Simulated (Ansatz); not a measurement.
Notes on Cd3O8

```xyz
11
Lattice="6.6243 0.0000 0.0000 3.3121 -5.9039 0.0000 0.0000 0.0000 -4.0927" Properties=species:S:1:pos:R:3 pbc="T T T"
O     3.3121   -2.1845   -2.0464
O     6.6243   -3.7195   -2.0464
Cd    0.0000    0.0000    0.0000
O     0.0000    0.0000   -2.0464
Cd    3.3121   -2.1845    0.0000
Cd    6.6243   -3.7195    0.0000
O     3.3121    0.0000    0.0000
O     4.5707   -4.1918   -3.7653
O     5.3657   -1.7121   -3.7653
O     1.2586   -1.7121   -0.3274
O     8.6778   -4.1918   -0.3274
```

Single point in Ansatz 0.2.0 with r2SCAN, no spin polarisation. Cutoff 500 eV, PAW datasets, 5×5×6 Γ-centred k mesh, methfessel-paxton filling (width 0.1101 eV).

Problem. Is the cell too large or too small?

Solution. The pressure is -2.6 GPa (compression positive), so with the atoms held at these fractions the cell would first shrink. The principal stresses -5.2, -2.7, -0.1 GPa differ, so its shape would change too.

Problem. Give the Bader charges.

Solution. Bader charges in e: Cd +1.59, O -0.62 to -0.51. In the mean Cd gives up most and O takes most.

Problem. Is there a gap?

Solution. It is a metal, with about 23 states/eV a cell as the mean within 0.25 eV of the Fermi level, mostly O p (95 %).

Problem. Describe some of the short contacts.

Solution. O–Cd at 2.05 Å: least valence density 0.66 e/Å³ and ELF 0.18 there. Both are smooth PAW fields, read partly inside the augmentation spheres.

Problem. Which atom feels the largest force, and which way?

Solution. The largest is on O8 (and as large on other atoms): 0.40 eV/Å, components (-0.38, 0.11, 0.05). It makes 152° with the line to a nearest neighbour, Cd6 at 2.13 Å, pointing away from it.

Origin: a known structure type with other elements, at an estimated volume, so it need not be a known compound. Caveats: many states at the Fermi level without spin polarisation, so a magnetic state may lie lower.
